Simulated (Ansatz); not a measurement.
LaSi in space group Cmcm (No. 63; La on 4c, La on 4c, Si on 8f), DFT-r²SCAN in the program Ansatz with PAW potentials, all energies at zero smearing, with the estimated change up to a 700 eV cutoff added, with one set of potentials and settings (totals compare only within such a set). Cell of 8 atoms (4 La, 4 Si): -27621.452 eV.

```csv
element,reference phase,E (eV/atom)
La,"P6_3/mmc, 4 atoms in the cell",-6264.6784
Si,"Fd-3m, 2 atoms in the cell",-639.0667
```

Formation energy per atom, worked out: (-27621.452 − 4×(-6264.6784) − 4×(-639.0667))/8 = -0.809 eV/atom (-78 kJ per mol of atoms), at 0 K, without zero-point energy or fitted corrections.

The workflow started from a Materials Project entry (that database holds measured and hypothetical structures alike); the Crystallography Open Database copy checked does not list it. COD files the formula under space group No. 62. Whether it is the stable phase at ambient conditions was not checked. The cell was relaxed with r²SCAN under the symmetry of its start; whether a distortion lowers the energy is not shown. The references are the lowest solids computed at this level, not always the standard phases. Scalar-relativistic: spin–orbit coupling is off unless named, which matters more the heavier the elements.

Potentials: the later of the program's two PAW sets.
